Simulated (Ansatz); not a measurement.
BaTe (rock salt), relaxed and computed with several functionals in Ansatz (plane waves, PAW).

```json
[
 {"functional": "PBE", "a (Å)": "7.065", "gap (eV)": "1.66", "B₀ by P(V) fit (GPa)": "28.6"},
 {"functional": "LDA", "a (Å)": "[?]", "gap (eV)": "[?]", "B₀ by P(V) fit (GPa)": "[?]"},
 {"functional": "r²SCAN", "a (Å)": "7.063", "gap (eV)": "2.00", "B₀ by P(V) fit (GPa)": "30.6"},
 {"functional": "HSE06", "a (Å)": "7.045", "gap (eV)": "2.33", "B₀ by P(V) fit (GPa)": "30.2"}
]
```

**Question.** Fill in the missing entries.

**Answer.** 
- LDA, a (Å): 6.866
- LDA, gap (eV): 1.36
- LDA, B₀ by P(V) fit (GPa): 35.3

All cells were relaxed under the symmetry of their starts (and spin orders); stability against distortions was not tested throughout. Scalar-relativistic: spin–orbit coupling is off unless named, which matters more the heavier the elements.

Potentials: the later of the program's two PAW sets.

Ansatz (a first-principles code) is a plane-wave DFT program.
